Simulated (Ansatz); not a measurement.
Collinear states of MnHg3

Computed with Ansatz, DFT PBE, scalar-relativistic, plane waves, PAW.

```cif
data_structure
_symmetry_space_group_name_H-M 'P 1'
_symmetry_Int_Tables_number 1
_cell_length_a 4.4178
_cell_length_b 4.4178
_cell_length_c 4.4178
_cell_angle_alpha 90.000
_cell_angle_beta 90.000
_cell_angle_gamma 90.000
_cell_volume 86.22
loop_
_atom_site_label
_atom_site_type_symbol
_atom_site_fract_x
_atom_site_fract_y
_atom_site_fract_z
_atom_site_occupancy
Mn1 Mn 0.00000 0.00000 0.00000 1
Hg1 Hg 0.50000 0.00000 0.50000 1
Hg2 Hg 0.00000 0.50000 0.50000 1
Hg3 Hg 0.50000 0.50000 0.00000 1
```

```json
{
  "plane-wave cutoff": "420 eV",
  "Γ-centred k-mesh": "10×10×10",
  "occupation rule": "Gaussian smearing, 0.1 eV",
  "list of starting moments (μB, in atom order)": "4 0 0 0",
  "check for lower electronic states after the SCF": "off"
}
```

Each order was relaxed in cell and atoms. A propagation vector, in units of the reciprocal vectors, doubles the cell, which takes an equally dense mesh. Site moments are spin moments in atom-centred spheres that scale with the neighbour distance. The states are those that the runs reached from these starts; a lower one can exist.

**Question.** Starts tried: no spin; ferromagnetic; antiferromagnetic, doubled cell, propagation vector (0, 0, 1/2). Which state comes out lowest, and what are the moments?

**Answer.** The lowest state is antiferromagnetic, reached from the start “antiferromagnetic, doubled cell, propagation vector (0, 0, 1/2)”, with site moments (μB) Mn +4.17, Mn -4.17.

```json
{"start": "no spin", "ends": "non-magnetic", "energy above lowest (meV/atom)": "400", "site moments (μB)": "none over 0.05", "gap on mesh (eV)": "metal", "volume (Å³/atom)": "18.98"}
{"start": "ferromagnetic", "ends": "ferromagnetic", "energy above lowest (meV/atom)": "20.8", "site moments (μB)": "Mn +4.22", "gap on mesh (eV)": "metal", "volume (Å³/atom)": "21.43"}
{"start": "antiferromagnetic, doubled cell, propagation vector (0, 0, 1/2)", "ends": "antiferromagnetic", "energy above lowest (meV/atom)": "0.00", "site moments (μB)": "Mn +4.17, Mn -4.17", "gap on mesh (eV)": "metal", "volume (Å³/atom)": "21.26"}
```

Cost: 3 runs of about 8.1 core-minutes in all, on Arm Neoverse V2 (shared hosts).